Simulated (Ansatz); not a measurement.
## How much do the gradients of Ba2Cd3P4H2O16 depend on the method?

Cell: a measured structure from the Crystallography Open Database (COD) whose atoms were relaxed with PBE, the cell held.

Space group P2_1/c (No. 14); a = 8.0920, b = 9.1506, c = 9.8208 Å, β = 100.87°.

```csv
site,Wyckoff,site symmetry,x,y,z
Ba,4e,1,0.0777,0.0203,0.2333
Cd5,2d,-1,0.5000,0.0000,0.5000
Cd7,4e,1,0.6077,0.1392,0.1078
H,4e,1,0.1080,0.1659,0.5817
P15,4e,1,0.3605,0.2977,0.2721
P19,4e,1,0.8566,0.2161,0.4478
O23,4e,1,0.3889,0.1343,0.3100
O27,4e,1,0.1678,0.3264,0.2295
O31,4e,1,0.4354,0.3996,0.3946
O35,4e,1,0.4448,0.3252,0.1448
O39,4e,1,0.8506,0.3777,0.4959
O43,4e,1,0.0478,0.1629,0.4778
O47,4e,1,0.7526,0.1220,0.5301
O51,4e,1,0.8116,0.2019,0.2894
```

One atom of each set is listed.

First run. Method: Kohn–Sham DFT in Ansatz, PBE, plane waves and PAW, scalar-relativistic, 420 eV cutoff, Γ-centred 3×3×3 k-points, Fermi–Dirac smearing 0.02 eV.

| site | V_zz (10²¹ V/m²) | η |
| --- | --- | --- |
| Ba | -5.16 | 0.90 |
| Cd5 | 3.47 | 0.70 |
| Cd7 | 8.35 | 0.75 |
| H | 1.71 | 0.13 |
| P15 | -0.29 | 0.72 |
| P19 | 2.67 | 0.18 |
| O23 | 8.83 | 0.20 |
| O27 | 8.48 | 0.13 |
| O31 | 8.87 | 0.89 |
| O35 | 9.11 | 0.74 |
| O39 | 7.84 | 0.30 |
| O43 | 10.33 | 0.86 |
| O47 | 8.73 | 0.25 |
| O51 | 9.07 | 0.17 |

Second run. The same atoms and settings, except that the gradients are read without the response of the frozen cores to their surroundings (frozen_core: stored), which the first run includes.

**Question.** Given the first result, estimate the second.

**Answer.** 

```tsv
site	V_zz	η	change of V_zz
Ba	-5.06	0.89	+0.10
Cd5	3.22	0.71	-0.25
Cd7	7.73	0.75	-0.62
H	1.71	0.13	0.00
P15	-0.35	0.58	-0.06
P19	2.75	0.25	+0.08
O23	9.10	0.20	+0.27
O27	8.74	0.13	+0.26
O31	9.15	0.88	+0.28
O35	9.39	0.74	+0.28
O39	8.08	0.30	+0.24
O43	10.62	0.86	+0.29
O47	9.00	0.25	+0.27
O51	9.35	0.16	+0.28
```

The largest change of V_zz is on Cd7, from 8.35 to 7.73. In per cent, |V_zz| changes by -2 on Ba, -7 on Cd, 0 on H, +3 on P, +3 on O (all sites that start above 0.5).

Without spin–orbit coupling (the program notes it for Ba and Cd) the gradients are little affected as a rule: paired runs on crystals with a gap mostly move them by under 2 % at such atoms. The entry's hydrogen positions were far off; the other atoms hardly move on relaxation.
